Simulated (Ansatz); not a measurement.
## Al2Cu under strain — ⁶⁵Cu nuclear quadrupole resonance

Cell: an entry of the Crystallography Open Database (COD), relaxed with PBE at fixed cell and then changed (z compressed by 3 %, ions relaxed).

```
CELL_PARAMETERS angstrom
-3.03350 3.03350 2.36535
3.03350 -3.03350 2.36535
3.03350 3.03350 -2.36535
ATOMIC_POSITIONS crystal
Al 0.65719 0.15719 0.81438
Al 0.15719 0.34281 0.50000
Al 0.34281 0.84281 0.18562
Al 0.84281 0.65719 0.50000
Cu 0.25000 0.25000 0.00000
Cu 0.75000 0.75000 0.00000
```

Atom numbers follow the list; atoms alike are taken as one site, whose name carries the number of the first.

Level of theory: DFT, PBE, plane waves and PAW, scalar-relativistic, 420 eV cutoff, Γ-centred 12×12×12 k-points, Fermi–Dirac smearing 0.05 eV (Ansatz 0.2.0).

⁶⁵Cu: I = 3/2, Q = -204.0 mb (year-2017 value). Static lattice, zero field.

Q: Predict the zero-field ⁶⁵Cu lines of each site.

A: For I = 3/2 there is one line, ν = (|C_Q|/2)(1 + η²/3)^½.

| site | atoms | V_zz (10²¹ V/m²) | C_Q (MHz) | η | line frequencies (MHz) |
| --- | --- | --- | --- | --- | --- |
| Cu | 5, 6 | -3.68 | 18.1 | 0.00 | 9.07 |

Q: And for ⁶³Cu (I = 3/2, Q = -220.0 mb) on Cu?

A: C_Q scales with Q to 19.6 MHz, with lines at 9.78 MHz.

An axis of threefold or higher order runs through Cu, so V_zz lies along it and η is zero.

With no gap above 0.1 eV, as in a metal, the gradients converge slowly in k; expect changes of a tenth or more on a denser mesh.
